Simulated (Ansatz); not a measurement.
# CrAuS2: a fit and a missing row

CrAuS2, R-3m, a = 3.465 Å, c = 21.214 Å. The structure is a Materials Project entry; whether it is the stable form wasn't checked. Ansatz: PBEsol, PAW, 420 eV, Γ-centred 12×12×12 mesh on 4 atoms, Gaussian smearing 0.02 eV; collinear spin, largest moment 2.6 μB. Shape and atoms are relaxed at each volume; pressure is positive in compression.

| V (Å³/atom) | P (GPa) |
| --- | --- |
| 17.278 | 4.85 |
| 17.829 | 2.48 |
| 18.381 | -0.01 |
| 18.932 | -2.17 |
| 19.484 | ? |

Q: Take V0 = 18.381 Å³/atom, count pressures from its P0 = -0.01 GPa, fit the third-order Birch–Murnaghan form to the other rows, and predict the missing pressure.

A: With the Eulerian strain f = ½[(V0/V)^(2/3) − 1] and y = (P − P0)/[3f(1 + 2f)^(5/2)], the form is the line y = B0 + 1.5 B0 (B0′ − 4) f. Rows (f, y): 0.02106, 69.4; 0.01027, 76.8; -0.00975, 77.6. Means f = 0.007193, y = 74.600; Σ(Δf)² = 0.0004888, ΣΔfΔy = -0.1162; the slope is their ratio. y = 76.31 − 237.6 f GPa, so B0 = 76.3 GPa and B0′ = 4 + 2 × (-237.6)/(3 × 76.31) = 1.92. At V = 19.484, f = -0.01905, y = 80.84 and P = -4.20 GPa. The run gave -4.03 GPa, so the fit is 0.17 GPa too low, within twice the rms miss on the fitted rows (0.10 GPa). The form still works here, 33 % of the fitted range beyond its end. A B0′ outside 2 to 8 is unusual except in layered or molecular crystals, and here it hangs on few rows.

The cell holds one magnetic atom, so it can only be ferromagnetic; an antiferromagnetic order may lie lower. Where the gap has closed, the smearing of 0.02 eV or less is narrow for a metal on this mesh. Spin–orbit coupling is left out, which can shift energies with elements as heavy as these.